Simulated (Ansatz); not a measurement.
Question: Each is relaxed and computed with LDA in the plane-wave PAW code Ansatz. Which is the only metal?
(A) Na2NiO2, Cmc2_1 (Pearson symbol oS20)
(B) SiO2, P3_121 (O on 6c, Si on 3a)
(C) SiNi2, Pnma (Si on 4c, Ni on 4c, Ni on 4c)
(D) SnS, Pnma (S on 4c, Sn on 4c)

Answer: C, SiNi2, Pnma (Si on 4c, Ni on 4c, Ni on 4c). SiNi2: metal; SiO2: gap 5.83 eV (indirect); Na2NiO2: gap 0.85 eV (indirect); SnS: gap 0.51 eV (indirect). Standing as an ambient phase not checked: Na2NiO2, Cmc2_1 (Pearson symbol oS20). Weakly bound layers, chains or molecules computed without a dispersion correction, so cells and soft constants are ill determined: SnS, Pnma (S on 4c, Sn on 4c). All cells were relaxed under the symmetry of their starts (and spin orders); stability against distortions was not tested throughout. Rows with no word on spin ran without spin polarisation. Spin–orbit coupling is left out wherever it is not named.

Potentials: the later of the program's two PAW sets.
